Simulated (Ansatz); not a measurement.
Consider the following.

HfC:
```yaml
crystal:
  lattice:
    - [3.84004, 0.00000, 0.00000]
    - [-1.92002, 3.32557, 0.00000]
    - [0.00000, 0.00000, 4.62753]
  atoms:
    - { symbol: Hf, position: [0.33333, 0.66667, 0.75000] }
    - { symbol: Hf, position: [0.66667, 0.33333, 0.25000] }
    - { symbol: C, position: [0.33333, 0.66667, 0.25000] }
    - { symbol: C, position: [0.66667, 0.33333, 0.75000] }
```

This is the r²SCAN-relaxed structure.

### Question
All from DFT-r²SCAN in the program Ansatz with PAW potentials, unless another level is named. Predict the formation energy from the elements (no fitted shifts).

### Answer
-0.83 eV/atom.

### Question
Predict the density of states at the Fermi level.

### Answer
0.06 states/eV per atom (mean over ±0.08 eV).

### Question
Give the gap with spin–orbit coupling.

### Answer
none (metallic).

Space group P6_3/mmc. The start of the workflow was typed in or built on a structure type; the Crystallography Open Database copy checked does not list it. It is not the phase usual at ambient conditions (space group No. 225). The cell was relaxed with r²SCAN under the symmetry of its start; whether a distortion lowers the energy is not shown. The run is not spin-polarised. The references are the lowest solids computed at this level, not always the standard phases. Spin–orbit coupling is left out wherever it is not named.

Potentials: the earlier of the program's two PAW sets.
